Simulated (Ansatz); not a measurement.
Ge:
```cif
data_Ge12
_chemical_formula_sum 'Ge12'
_space_group_name_H-M_alt 'Im-3m'
_space_group_IT_number 229
_space_group_name_Hall '-I 4 2 3'
_cell_length_a 7.00242
_cell_length_b 7.00242
_cell_length_c 7.00242
_cell_angle_alpha 90.000
_cell_angle_beta 90.000
_cell_angle_gamma 90.000
loop_
_atom_site_label
_atom_site_type_symbol
_atom_site_symmetry_multiplicity
_atom_site_Wyckoff_symbol
_atom_site_fract_x
_atom_site_fract_y
_atom_site_fract_z
_atom_site_occupancy
Ge1 Ge 12 d 0.00000 0.25000 0.50000 1
```
(The calculation used a cell of 6 atoms; values per cell refer to that cell.)

Relaxed with r²SCAN. 

Q: HSE06 on this cell (Ansatz, a first-principles code, PAW) gives a gap of 0.50 eV. What does r²SCAN give?

A: 0.16 eV.

Cost on shared cores: the r²SCAN run (SCF on a 6×6×6 mesh, then bands and DOS) around 110 core-seconds (rough), the HSE06 run (SCF on 4×4×4, then a few points) about 5 core-minutes (a rough figure); the tasks are unlike.

The start of the workflow was typed in or built on a structure type; the Crystallography Open Database copy checked does not list it. It is not the phase usual at ambient conditions (space group No. 227). The cell was relaxed with r²SCAN under the symmetry of its start; its stability against distortions is not shown here. The volume moved by 22 % from the start of the relaxation. Spin–orbit coupling is left out wherever it is not named.

Potentials: the later of the program's two PAW sets.

Ansatz is a plane-wave DFT program.
